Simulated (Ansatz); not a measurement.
Consider the following.

CdF₂ (fluorite)

```cif
data_Cd4F8
_chemical_formula_sum 'Cd4 F8'
_space_group_name_H-M_alt 'Fm-3m'
_space_group_IT_number 225
_space_group_name_Hall '-F 4 2 3'
_cell_length_a 5.38843
_cell_length_b 5.38843
_cell_length_c 5.38843
_cell_angle_alpha 90.000
_cell_angle_beta 90.000
_cell_angle_gamma 90.000
loop_
_atom_site_label
_atom_site_type_symbol
_atom_site_symmetry_multiplicity
_atom_site_Wyckoff_symbol
_atom_site_fract_x
_atom_site_fract_y
_atom_site_fract_z
_atom_site_occupancy
Cd1 Cd 4 a 0.00000 0.00000 0.00000 1
F1 F 8 c 0.25000 0.25000 0.25000 1
```
(The calculation used a cell of 3 atoms; values per cell refer to that cell.)

E(V) scan at fixed shape, V₀ the volume above. Symmetry pins the atoms to their sites.

These are r2SCAN (plane waves to 500 eV, PAW, scalar-relativistic; Ansatz, a quantum-chemistry and plane-wave program) values and carry that method's errors. k mesh 11×11×11 (Γ-centred), Fermi-Dirac smearing 0.05 eV. E stands for the smeared free energy. Compression counts positive. CdF2 was relaxed with its symmetry unable to fall. The zero of ΔE is the relaxed starting cell.

The scan covers V/V₀ from 0.900 to 1.100 in 9 points.

Question: What is the fitted pressure derivative B₀′?

Answer: 4.8.

Question: What bulk modulus B₀ follows from a third-order Birch-Murnaghan fit?

Answer: 113 GPa.

(A scan under strain: stresses follow from slopes of the energy per volume, elastic moduli from its curvatures.)
